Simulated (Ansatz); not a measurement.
GaAs (zinc blende, F-43m) at seven volumes, the program Ansatz at the PBE level (PAW), scaled uniformly. One row is withheld.

```
V (Å³/atom)  P (GPa)
-----------  -------
21.563          7.19
22.274             ?
22.985          2.00
23.695          0.00
24.406         -1.59
25.117         -3.02
25.828         -4.21
```

Question: Fit the shown pressures and predict the withheld one.

Answer: P = (3/2)B₀(x^(7/2) − x^(5/2))[1 + (3/4)(B′ − 4)(x − 1)] with x = (V₀/V)^(2/3). Least squares on the six rows gives V₀ = 23.707 Å³/atom, B₀ = 60.2 GPa, B′ = 4.85. At V = 22.274, x = 1.0424 and P = 4.37 GPa. The run itself gave 4.37 GPa.

Symmetry was held in the PBE relaxation; phonons on a q-mesh show no instability.

Potentials: the later of the program's two PAW sets.
